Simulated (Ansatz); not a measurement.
TiFe:
Space group Pm-3m (No. 221); a = b = c = 2.938 Å, α = β = γ = 90.00°

```json
[
 {"atom": "Ti", "site": "1b", "symmetry": "m-3m", "x": "0.5000", "y": "0.5000", "z": "0.5000"},
 {"atom": "Fe", "site": "1a", "symmetry": "m-3m", "x": "0.0000", "y": "0.0000", "z": "0.0000"}
]
```

Relaxed with r²SCAN.

### Question
Tabulate the valence density and the electron localisation function along the shortest Fe–Fe contact (2.94 Å), plane-wave PAW r²SCAN (Ansatz code).

### Answer


| distance from Fe (Å) | density (e/Å³) | ELF |
|---|---|---|
| 0.29 | 19.67 | 0.76 |
| 0.44 | 9.70 | 0.57 |
| 0.59 | 3.91 | 0.33 |
| 0.73 | 1.37 | 0.16 |
| 0.88 | 0.55 | 0.09 |
| 1.03 | 0.36 | 0.12 |
| 1.18 | 0.30 | 0.29 |
| 1.32 | 0.28 | 0.50 |
| 1.47 | 0.28 | 0.58 |
| 1.62 | 0.28 | 0.50 |
| 1.76 | 0.30 | 0.29 |
| 1.91 | 0.36 | 0.12 |
| 2.06 | 0.55 | 0.09 |
| 2.20 | 1.37 | 0.16 |
| 2.35 | 3.91 | 0.33 |
| 2.50 | 9.70 | 0.57 |
| 2.64 | 19.67 | 0.76 |

The density is the valence pseudo-density with augmentation charge, so density and ELF within about 1 Å of a nucleus are not all-electron values.

The workflow started from an entry of the Crystallography Open Database (COD). Its standing as an ambient phase is unchecked. The r²SCAN relaxation kept the symmetry of its start; whether a distortion lowers the energy is not shown. The workflow began spin-polarised and lost its moments.

Potentials: the later of the program's two PAW sets.
